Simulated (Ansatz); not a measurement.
The computed numbers are results of PBE+U (U_eff = 2 eV on X's open shell), scalar-relativistic (collinear spin) in the plane-wave PAW code Ansatz at 420 eV, 8×8×8 k-mesh, Gaussian smearing of 0.05 eV. The datasets are Ansatz's generated set soft_2.

A crystal of composition XF3, relaxed at this level of theory, gives this pattern between 10° and 80°.

Cu Kα1 powder pattern (kinematic, no thermal factors).
2θ (°) (relative intensity): 21.61 (100), 30.75 (54), 37.89 (12), 44.04 (22), 49.56 (45), 54.67 (23), 64.04 (14), 68.44 (21), 72.71 (10), 76.88 (6)

Q: Which lattice and cell does the pattern come from?

A: Cubic, space group Pm-3m (No. 221), a = 4.109 Å, b = 4.109 Å, c = 4.109 Å, α = 90.00°, β = 90.00°, γ = 90.00°. The line positions fix the lattice at most, not the space group, and lines under 1 % of the strongest aren't listed; this is the group of the computed cell.

A compound XF3 has these computed properties.

```
Band gap                             : zero (metallic)
Density of states at the Fermi level : 0.14 states/(eV·atom)
Magnetic state                       : ferromagnetic (the only order tried)
Site spin moments                    : X 1.07; F 0.06 μB
Spin moment of the cell              : 2.00 μB
Bulk modulus (Birch–Murnaghan)       : 98 GPa
```

The electronic state has lower symmetry than the lattice and leaves a non-hydrostatic stress of up to 0.2 GPa in this cell.

Sites: X on 1a, F on 3d.

Q: Which element is X?
A. Re
B. Os
C. W
D. Ir

A: A. X is Re, so the compound is ReF3.

The structure was built from a prototype; whether the compound forms in it isn't claimed. The ideal cubic cell shuts out tilts of the octahedra, which such structures often take.

Open d and f shells can converge to several self-consistent states; this is the one that the run reached. Scalar-relativistic only: spin–orbit splittings of the heavy atoms' levels are missing. The program warned that the potential is rough where the density is thin (voids or gaps), so long spacings are poorly fixed. The order of the orbitals lowers the symmetry, along an axis that is one of several equivalent ones. Site moments are of spin, integrated over atomic spheres. Only parallel moments were tried, so the real magnetic order may be another.
